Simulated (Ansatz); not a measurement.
Total density of states per atom from plane-wave PAW r²SCAN (Ansatz code), in 0.25 eV bins, energy from the valence-band maximum:

```
E (eV) | states/eV/atom
    -7.85 |  0.00
    -7.60 |  0.00
    -7.35 |  0.00
    -7.10 |  0.00
    -6.85 |  0.00
    -6.60 |  0.00
    -6.35 |  0.00
    -6.10 |  0.00
    -5.85 |  0.00
    -5.60 |  0.00
    -5.35 |  0.00
    -5.10 |  0.00
    -4.85 |  0.00
    -4.60 |  0.00
    -4.35 |  0.00
    -4.10 |  0.00
    -3.85 |  0.00
    -3.60 |  0.00
    -3.35 |  0.00
    -3.10 |  0.00
    -2.85 |  0.00
    -2.60 |  0.00
    -2.35 |  0.00
    -2.10 |  0.00
    -1.85 |  0.00
    -1.60 |  0.00
    -1.35 |  0.00
    -1.10 |  0.00
    -0.85 |  0.05
    -0.60 | ########### 2.07
    -0.35 | ######################### 4.47
    -0.10 | ############################## 5.41
     0.15 |  0.00
     0.40 |  0.00
     0.65 |  0.00
     0.90 |  0.00
     1.15 |  0.00
     1.40 |  0.00
     1.65 |  0.00
     1.90 |  0.00
     2.15 |  0.00
     2.40 |  0.00
     2.65 |  0.00
     2.90 |  0.00
     3.15 |  0.00
     3.40 |  0.00
     3.65 |  0.00
     3.90 |  0.00
     4.15 |  0.00
     4.40 |  0.00
     4.65 |  0.00
     4.90 |  0.00
     5.15 |  0.00
     5.40 |  0.00
     5.65 |  0.00
     5.90 |  0.00
     6.15 |  0.00
     6.40 |  0.00
     6.65 |  0.00
     6.90 |  0.00
     7.15 |  0.02
     7.40 |  0.04
     7.65 |  0.05
     7.90 |  0.07
     8.15 |  0.08
     8.40 | # 0.10
     8.65 | # 0.12
     8.90 | # 0.22
     9.15 | ## 0.39
     9.40 | ### 0.55
     9.65 | #### 0.80
     9.90 | ####### 1.22
    10.15 | ##### 0.87
    10.40 | #### 0.71
    10.65 | ####### 1.21
    10.90 | ##### 0.90
    11.15 | ## 0.41
    11.40 | # 0.20
    11.65 | # 0.09
```

Task: Pick the material that matches.
A) YN, rock salt
B) KF, rock salt
C) BP, rock salt
D) PbS, rock salt

Result: B, KF, rock salt. Top 1 eV of the valence band: F 2p 97 %. Bottom 1 eV of the conduction band: K 4s 81 %, F 2s 10 %. Projections are on Löwdin-orthogonalised atomic valence shells; empty p or d shells of many metals are not among them.

Space group Fm-3m (rock salt). The cell was relaxed with r²SCAN under the symmetry of its start.

Potentials: the earlier of the program's two PAW sets. The files were generated under PBE; for other functionals the program regenerates the frozen cores, and for LDA and PBEsol the local potential too.
